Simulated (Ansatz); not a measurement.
Relaxed-ion elastic tensor of Ti2GeC in space group P6_3/mmc (No. 194; Ti on 4f, Ge on 2d, C on 2a) in GPa (Voigt order), DFT-r²SCAN in the program Ansatz with PAW potentials; density 5.63 g/cm³, 13.30 Å³ per atom.

```
 306  85.0  99.1   0.0   0.0   0.0
85.0   306  99.1   0.0   0.0   0.0
99.1  99.1   317   0.0   0.0   0.0
 0.0   0.0   0.0   129   0.0   0.0
 0.0   0.0   0.0   0.0   129   0.0
 0.0   0.0   0.0   0.0   0.0   111
```

Problem. Is the crystal mechanically stable?

Solution. Yes: the smallest eigenvalue of C is 111 GPa.

Problem. Work out the Voigt, Reuss and Hill averages.

Solution. K_V = 166, K_R = 166, K_H = 166; G_V = 117, G_R = 116, G_H = 116 GPa.

Problem. Give Young's modulus, Poisson's ratio, Pugh's ratio and the universal anisotropy index.

Solution. E = 9KG/(3K + G) = 283 GPa; ν = 0.22; K/G = 1.43 (brittle by the Pugh limit of 1.75); A_U = 5G_V/G_R + K_V/K_R − 6 = 0.04.

Problem. Estimate the sound speeds and the Debye temperature.

Solution. v_l = √((K + 4G/3)/ρ) = 7550 m/s, v_t = √(G/ρ) = 4550 m/s, mean 5030 m/s; Θ = (h/k)(3n/4πV)^(1/3) v_m = 632 K.

Problem. Solve the Christoffel equation for the three sound speeds along x, y, z.

Solution. Eigenvalues of C_ijkl n_j n_l equal ρv². In km/s, slowest first: x 4.43, 4.79, 7.38; y 4.43, 4.79, 7.38; z 4.79, 4.79, 7.50.

Problem. How much does each axis shrink under pressure?

Solution. Linear compressibilities β_i = Σ_j S_ij (j = 1 to 3): x 2.1, y 2.1, z 1.9 per TPa.

The workflow started from a Materials Project entry (that database holds measured and hypothetical structures alike); the Crystallography Open Database copy checked does not list it. Whether it is the stable phase at ambient conditions was not checked. The r²SCAN relaxation kept the symmetry of its start; of distortions, only those at the zone centre were tested. The run is not spin-polarised. As this level gives no gap, shear constants depend on the k-mesh and smearing (Fermi–Dirac, 0.1 eV here).

Potentials: the later of the program's two PAW sets.
